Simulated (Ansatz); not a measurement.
**Harmonic thermodynamics of TiSi$_{4}$Mo**

These are results of Ansatz, DFT PBE, scalar-relativistic, plane waves, PAW, not measurements. Settings: 420 eV plane-wave cutoff, Γ-centred 10×10×8 mesh, Fermi-Dirac smearing of 0.15 eV. No spin polarisation. Phonons by linear response, acoustic sum rule imposed.

Equilibrium structure at this level:
```cif
data_structure
_symmetry_space_group_name_H-M 'P 1'
_symmetry_Int_Tables_number 1
_cell_length_a 4.6177
_cell_length_b 4.6177
_cell_length_c 4.5495
_cell_angle_alpha 90.000
_cell_angle_beta 90.000
_cell_angle_gamma 120.692
_cell_volume 83.42
loop_
_atom_site_label
_atom_site_type_symbol
_atom_site_fract_x
_atom_site_fract_y
_atom_site_fract_z
_atom_site_occupancy
Ti1 Ti 0.00000 0.00000 0.00000 1
Si1 Si 0.33058 0.66942 0.00000 1
Si2 Si 0.83458 0.16542 0.50000 1
Si3 Si 0.66942 0.33058 0.00000 1
Si4 Si 0.16542 0.83458 0.50000 1
Mo1 Mo 0.50000 0.50000 0.50000 1
```

The structure comes from a generated guess, relaxed at this level; another structure or a mixture of phases may lie lower. In a metal, frequencies and elastic constants depend on the k mesh and the smearing, soft modes and shear constants most. The q mesh is coarse, so values between its points are rough.

Force constants from linear response on a 2×2×2 q mesh, interpolated to a fine mesh.

Problem. How much zero-point energy does an atom carry?

Solution. 48.4 meV.

Problem. How large are the vibrational entropy and heat capacity at 300 K?

Solution. S = 2.65 k_B and C_V = 2.62 k_B per atom, 87 % of the Dulong–Petit value.

Problem. Tabulate them against temperature.

Solution.
```
T (K)  F_vib (meV/atom)  S (k_B/atom)  C_V (k_B/atom)
  100              47.4          0.47            1.11
  200              38.2          1.66            2.24
  300              19.4          2.65            2.62
  400              -6.9          3.43            2.78
  500             -39.2          4.06            2.86
  600             -76.5          4.58            2.90
  700            -118.0          5.03            2.92
  800            -163.1          5.42            2.94
  900            -211.3          5.77            2.95
 1000            -262.4          6.08            2.96
```
